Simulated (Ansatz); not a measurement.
ZrGe2:
```
ZrGe2
1.0
    1.89835    -7.45609     0.00000
    1.89835     7.45609     0.00000
    0.00000     0.00000     3.76339
Zr Ge
2 4
Direct
  0.10454   0.89546   0.75000
  0.89546   0.10454   0.25000
  0.44048   0.55952   0.75000
  0.55952   0.44048   0.25000
  0.25024   0.74976   0.25000
  0.74976   0.25024   0.75000
```

Relaxed with PBEsol. Special points in fractions of this cell's reciprocal vectors: Γ (0.000, 0.000, 0.000); Y (-0.500, 0.500, 0.000); C0 (-0.266, 0.734, 0.000); Σ0 (0.266, 0.266, 0.000); Z (0.000, 0.000, 0.500); A0 (0.266, 0.266, 0.500); E0 (-0.266, 0.734, 0.500); T (-0.500, 0.500, 0.500); S (0.000, 0.500, 0.000); R (0.000, 0.500, 0.500).

### Question
List the band energies nearest the Fermi level at these points for plane-wave PAW PBEsol (Ansatz code).

### Answer
In eV from the Fermi level; about four levels below and three above (degenerate sets whole), none deeper than 8.9 eV; points with the same levels are listed once.

| k | below | above |
|---|---|---|
| Γ | -2.24 -2.10 -2.07 -0.30 | 1.20 1.43 1.50 |
| Y | -2.24 -1.80 -1.44 -0.10 | 1.16 1.16 1.44 |
| C0 | -1.37 -0.71 -0.41 -0.05 | 0.95 1.12 1.99 |
| Z | -2.46 -2.46 -1.73 -1.73 | 0.05 0.05 0.36 0.36 |
| A0 | -3.14 -3.14 -2.30 -2.30 | 2.09 2.09 2.65 2.65 |
| T | -0.65 -0.65 -0.07 -0.07 | 2.21 2.21 2.76 2.76 |
| S | -1.50 -0.63 -0.36 -0.18 | 0.64 1.14 2.11 |
| R | -3.12 -3.12 -2.29 -2.29 | 2.14 2.14 2.69 2.69 |

Space group Cmcm. The workflow started from a Materials Project entry (that database holds measured and hypothetical structures alike); the Crystallography Open Database files this formula in space group No. 63, but the cells were not matched. Whether it is the stable phase at ambient conditions was not checked. Symmetry was held in the PBEsol relaxation; its stability against distortions is not shown here. The run is not spin-polarised. Spin–orbit coupling is left out wherever it is not named.

Potentials: the later of the program's two PAW sets.
